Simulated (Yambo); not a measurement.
# BaF2 at -3 % isotropic strain: lowest vertical excitons

```
CELL_PARAMETERS angstrom
      0.00000     2.97400     2.97400
      2.97400     0.00000     2.97400
      2.97400     2.97400     0.00000
ATOMIC_POSITIONS crystal
  F  0.25000 0.25000 0.25000
  F  0.75000 0.75000 0.75000
  Ba 0.00000 0.00000 0.00000
```

The PBEsol cell relaxed from Materials Project entry mp-1029 was given an isotropic strain of -3 % on all lattice vectors, and the atoms were relaxed again.

BSE in Yambo on norm-conserving PBEsol (Quantum ESPRESSO, 84 Ry, scalar-relativistic) bands: 8×8×8 mesh, 6 valence and 3 conduction bands, static screening with 34 bands and a 4 Ry block, scissor 2.86 eV, Tamm-Dancoff; field along x.

```json
[
 {"state": "1", "energy (eV)": "8.91", "states within 2 meV": "3", "relative strength": "< 0.01", "class": "dark", "main transitions": "several band pairs"},
 {"state": "2", "energy (eV)": "8.92", "states within 2 meV": "3", "relative strength": "< 0.01", "class": "dark", "main transitions": "several band pairs"},
 {"state": "3", "energy (eV)": "9.05", "states within 2 meV": "3", "relative strength": "< 0.01", "class": "dark", "main transitions": "several band pairs"},
 {"state": "4", "energy (eV)": "9.07", "states within 2 meV": "3", "relative strength": "0.19", "class": "strong", "main transitions": "several band pairs"},
 {"state": "5", "energy (eV)": "9.10", "states within 2 meV": "2", "relative strength": "< 0.01", "class": "dark", "main transitions": "VB−2 → CB (69 %)"},
 {"state": "6", "energy (eV)": "9.33", "states within 2 meV": "3", "relative strength": "1.00", "class": "strong", "main transitions": "several band pairs"}
]
```

These are vertical excitations (zero momentum); the indirect quasiparticle gap, about 10.07 eV, is smaller than the direct one (10.30 eV on the GW mesh). The direct quasiparticle gap on this mesh is 10.30 eV; counted from there, state 1 is bound by 1.38 eV. Convergence with the mesh was not shown.

Spin singlets only. Strengths are relative to the strongest of the lowest states of this run; strong means a line over 3 % of the spectrum's maximum, dark under 0.03 %. Absolute energies carry the error of the G0W0 scissor, whose convergence isn't established.
